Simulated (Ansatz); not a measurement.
A plane-wave DFT run in Ansatz 0.2.0 (scalar-relativistic PAW potentials unless the input names others): input and command.

```yaml
crystal:
  lattice:
    - [0.0, 2.71547, 2.5796965]
    - [2.71547, 0.0, 2.5796965]
    - [2.71547, 2.71547, 0.0]
  atoms:
    - { symbol: Si, position: [0.5, 0.5, 0.5], spin: 2.0 }
    - { symbol: Si, position: [0.75, 0.75, 0.75] }
basis:
  ecutwfc: 420
kpoints:
  mp_grid: { grid: [12, 12, 12] }
hamiltonian:
  xc: lda
scf:
  occupations: { method: gaussian, width: 0.05 }
  max_iter: 50
output:
  forces: true
  eigenvalues: true
  stress: true
```

```bash
ansatz run input.yaml --threads 1 --pin off --max-ram 2560MiB --backend cpu --events-out ev --progress --plain --runs-dir out
```

Problem. Will this input run?

Solution. The program refuses it, because of a moment without spin polarisation (crystal.atoms[0].spin: not typed → 2.0). Without that key it is accepted.

Abridged log:
```
Error: inconsistent input (magnetization.spin_polarized): false but per-atom `spin:`, `per_species`, `initial_magnetization`, `magnetic_field`, or `spin_locking` is set
```